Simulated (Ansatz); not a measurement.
# LiCl: the volume at rest

LiCl in the rock-salt structure, starting from this typed cell of 17.07 Å³ an atom.

```
Li Cl
1.0
     0.00000    2.57500    2.57500
     2.57500    0.00000    2.57500
     2.57500    2.57500    0.00000
Li Cl
1 1
Cartesian
  0.0000 0.0000 0.0000
  2.5750 2.5750 2.5750
```

Method (Ansatz, development build): k mesh 6×6×6; fixed occupations; no spin. Cell and atoms are relaxed to zero stress with the symmetry kept and no dispersion correction.

Caveats: coarse k mesh.

Task: What volume results under PBE, and how much do the potentials matter?

Result: 
```json
{"functional": "PBE", "potentials": "all-electron PAW datasets (no frozen core)", "cutoff (eV)": "220", "volume (Å³/atom)": "17.08", "change (%)": "0.0"}
{"functional": "PBE", "potentials": "Ansatz hand-made PAW", "cutoff (eV)": "780", "volume (Å³/atom)": "17.08", "change (%)": "0.0"}
{"functional": "PBE", "potentials": "PseudoDojo norm-conserving", "cutoff (eV)": "1007", "volume (Å³/atom)": "17.07", "change (%)": "0.0"}
{"functional": "PBE", "potentials": "Ansatz norm-conserving", "cutoff (eV)": "1034", "volume (Å³/atom)": "17.07", "change (%)": "0.0"}
```
